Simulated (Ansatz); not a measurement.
## ScSi: from a starting cell to a relaxed one

The relaxed structure here is a generated cell of ScSi: the first start was made by placing the elements on the sites of a structure type, and the end was not matched to a known phase here, so it may be hypothetical.

The start is a generated cell, ScSi built in the AFLOW prototype AB_hP6_154_a_b (B9, as in HgS). A full variable-cell relaxation at zero pressure is run with PBE (plane waves to 420 eV, PAW, scalar-relativistic; Ansatz, a first-principles code). The first steps use a coarse 7×7×3 k-mesh.

The start:
```yaml
crystal:
  lattice:
    - [3.77578, 0.00000, 0.00000]
    - [-1.88789, 3.26993, 0.00000]
    - [0.00000, 0.00000, 8.65014]
  atoms:
    - { symbol: Sc, position: [0.71980, 0.00000, 0.66667] }
    - { symbol: Sc, position: [0.00000, 0.71980, 0.33333] }
    - { symbol: Sc, position: [0.28020, 0.28020, 0.00000] }
    - { symbol: Si, position: [0.48890, 0.00000, 0.16667] }
    - { symbol: Si, position: [0.00000, 0.48890, 0.83333] }
    - { symbol: Si, position: [0.51110, 0.51110, 0.50000] }
```

```json
{
 "initial_pressure": "+28 GPa (positive: the cell is compressed)",
 "largest_initial_force": "about 6.8 eV/Å, on Si4, Si5, Si6 (atoms numbered as listed)",
 "outcome": "The space group goes from P3₂21 (No. 154) to R-3m (No. 166), with 2 atoms in the primitive cell",
 "energy_released": "about 1.25 eV/atom",
 "volume_change": "+5.4 %, from 17.80 to 18.77 Å³/atom",
 "Shortest distances (start → end)": "The closest pairs of elements (up to four, under 3.6 Å), start → end: Sc–Si 2.16 → 2.75 Å; Si–Si 3.45 → 3.41 Å; Sc–Sc 3.42 → 3.41 Å",
 "optimiser_moves": "15"
}
```

Final values are on a 14×14×14 k-mesh of the relaxed cell. No spin polarisation in the result. The relaxed primitive cell holds an odd number of electrons. A magnetic state may lie lower.

The run could not lose the symmetry of its start: the end is stationary, and may be a saddle point rather than a minimum.
